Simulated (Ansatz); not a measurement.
**Sn: short molecular dynamics at 600 K**

Theory: DFT PBEsol, scalar-relativistic, plane waves, PAW (Ansatz 0.2.0). The runs took a 420 eV cutoff, a shifted (0.5, 0.5, 0.5 steps) 2×2×2 mesh and Fermi–Dirac smearing (0.052 eV). The mesh is coarse. No spin polarisation.

16 atoms, starting at 1.01 times the perfect crystal's volume (space group Fd-3m); Langevin thermostat at 600 K (friction 0.02 fs⁻¹), fixed cell; 34 steps of 3 fs. The run is short and not equilibrated. The crystal has no gap, and so coarse a mesh can leave errors of tens of meV/atom and of a GPa or more.

First frame:

```
Sn
1.0
    -6.56329   -6.56329    0.00000
     0.00000   -6.56329    6.56329
    -6.56329    0.00000    6.56329
Sn
16
Direct
  0.75000 0.25000 0.25000
  0.25000 0.25000 0.25000
  0.75000 0.75000 0.25000
  0.25000 0.75000 0.25000
  0.75000 0.25000 0.75000
  0.25000 0.25000 0.75000
  0.75000 0.75000 0.75000
  0.25000 0.75000 0.75000
  0.37500 0.37500 0.37500
  0.87500 0.37500 0.37500
  0.37500 0.87500 0.37500
  0.87500 0.87500 0.37500
  0.37500 0.37500 0.87500
  0.87500 0.37500 0.87500
  0.37500 0.87500 0.87500
  0.87500 0.87500 0.87500
```

| Item | Value |
| --- | --- |
| Mean temperature over the second half | 562 K |
| Mean pressure over the second half (kinetic part included) | 0.3 GPa |
| Mean potential energy above the perfect crystal (relaxed, at volume ratio 1; the free energy holds the electrons' entropy) | 59 meV/atom |
| Mean-square drift of Sn from first to last step (mean shift of all atoms removed) | 0.03 Å² |

Pair distribution functions g(r), second half of the run, up to half the cell's height:

| r (Å) | Sn-Sn |
| --- | --- |
| 2.55 | 0.0 |
| 2.65 | 0.7 |
| 2.75 | 3.9 |
| 2.85 | 6.4 |
| 2.95 | 2.0 |
| 3.05 | 0.6 |
| 3.15 | 0.3 |
| 3.25 | 0.0 |
| 3.35 | 0.0 |
| 3.45 | 0.0 |
| 3.55 | 0.0 |
| 3.65 | 0.0 |

Along the run (potential energy from its first value; pressure with the kinetic part):

```tsv
t (fs)	T (K)	ΔE_pot (meV/atom)	P (GPa)
0.0	562	0.0	-0.2
3.0	510	0.4	-0.2
6.0	554	1.4	-0.2
9.0	550	3.1	-0.2
12.0	585	5.4	-0.1
15.0	642	8.3	-0.1
18.0	659	11.8	0.0
21.0	613	15.8	0.0
24.0	630	20.1	0.0
27.0	503	24.5	0.0
30.0	516	28.9	0.1
33.0	552	33.5	0.2
36.0	496	37.9	0.2
39.0	494	41.6	0.2
42.0	441	44.5	0.2
45.0	432	46.8	0.2
48.0	402	48.7	0.2
51.0	357	50.1	0.2
54.0	386	51.0	0.2
57.0	458	51.4	0.2
60.0	432	51.6	0.2
63.0	392	52.1	0.2
66.0	443	52.6	0.2
69.0	472	52.9	0.2
72.0	517	53.1	0.2
75.0	630	53.7	0.3
78.0	639	54.7	0.3
81.0	708	56.6	0.3
84.0	625	59.2	0.3
87.0	665	62.2	0.3
90.0	690	65.6	0.3
93.0	629	68.8	0.3
96.0	646	71.3	0.3
99.0	655	74.1	0.3
102.0	774	77.8	0.4
```

Cost: 1 run of about 43 core-minutes (earlier runs that led there not counted), on AMD EPYC (Zen 3) (shared hosts).